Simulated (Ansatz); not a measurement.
Consider the following.

ZrSe2:
Space group P-3m1 (No. 164); a = 3.8007 Å, b = 3.8007 Å, c = 6.8900 Å, α = 90.00°, β = 90.00°, γ = 120.00°

```json
[
 {"atom": "Zr", "site": "1a", "symmetry": "-3m.", "x": "0.0000", "y": "0.0000", "z": "0.0000"},
 {"atom": "Se", "site": "2d", "symmetry": "3m.", "x": "0.3333", "y": "0.6667", "z": "0.2296"}
]
```

This is the PBE-relaxed structure.

Task: All from plane-wave PAW PBE (Ansatz code), unless another level is named. Estimate the smallest direct gap on the standard path.

Result: 1.11 eV.

Task: Next, the band gap?

Result: 0.41 eV (indirect).

Task: What about the formation energy from the elements (no fitted shifts)?

Result: -1.36 eV/atom.

Task: Next, the valence-band maximum?

Result: at Γ.

Task: And the conduction-band minimum?

Result: at L (3 equivalent valleys).

The PBE relaxation kept the symmetry of its start. No spin polarisation was allowed. A crystal of weakly bound layers computed without a dispersion correction: the cell and the soft elastic constants depend strongly on that. The references are the lowest solids computed at this level, not always the standard phases. Scalar-relativistic: spin–orbit coupling is off unless named, which matters more the heavier the elements.

Potentials: the earlier of the program's two PAW sets.
